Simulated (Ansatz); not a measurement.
MgS:
```yaml
crystal:
  lattice:
    - [0.00000, 2.61488, 2.61488]
    - [2.61488, 0.00000, 2.61488]
    - [2.61488, 2.61488, 0.00000]
  atoms:
    - { symbol: Mg, position: [0.00000, 0.00000, 0.00000] }
    - { symbol: S, position: [0.50000, 0.50000, 0.50000] }
```

Relaxed with PBE. Special points in fractions of this cell's reciprocal vectors: Γ (0.000, 0.000, 0.000); X (0.500, 0.000, 0.500); U (0.625, 0.250, 0.625); K (0.375, 0.375, 0.750); L (0.500, 0.500, 0.500); W (0.500, 0.250, 0.750).

Problem. List the band energies nearest the valence-band maximum at these points for PBE (plane waves, PAW; program Ansatz).

Solution. In eV from the valence-band maximum; about four levels below and three above (degenerate sets whole), none deeper than 8.9 eV; points with the same levels are listed once.

```
k              below                above
-  -----------------  -------------------
Γ     0.00 0.00 0.00  3.60 7.93 7.93 7.93
X  -4.10 -1.64 -1.64      2.76 4.43 11.86
U  -3.61 -3.12 -1.33       3.89 6.67 9.60
L  -4.74 -0.57 -0.57       4.53 6.88 6.88
W  -3.15 -3.15 -2.31       5.19 7.91 7.91
```

Space group Fm-3m (rock salt). The PBE relaxation kept the symmetry of its start.

Potentials: the later of the program's two PAW sets.
